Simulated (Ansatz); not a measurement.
Ni₃Ge under pressure

Method: DFT LDA, scalar-relativistic, plane waves, PAW (Ansatz 0.2.0). Plane waves to 420 eV; Γ-centred k mesh 12×12×12; Fermi-Dirac smearing of 0.15 eV. No spin polarisation. Phonons by linear response, acoustic sum rule imposed.

The cell, relaxed at this level:
```yaml
crystal:
  lattice:
    - [3.49054, 0.00000, 0.00000]
    - [0.00000, 3.49054, 0.00000]
    - [0.00000, 0.00000, 3.49054]
  atoms:
    - { symbol: Ni, position: [0.50000, 0.00000, 0.50000] }
    - { symbol: Ni, position: [0.00000, 0.50000, 0.50000] }
    - { symbol: Ni, position: [0.50000, 0.50000, 0.00000] }
    - { symbol: Ge, position: [0.00000, 0.00000, 0.00000] }
```

In a metal, frequencies and elastic constants depend on the k mesh and the smearing, soft modes and shear constants most. Spin polarisation was left out, and a magnetic state may lie lower.

Optical modes at Γ (cm⁻¹) at zero pressure: 175, 199, 305.

**Question.** Under hydrostatic pressure the same modes lie at 179, 203, 311 cm⁻¹. What is the pressure, and how much has the cell shrunk?

**Answer.** 2 GPa; the volume is 0.8 % smaller.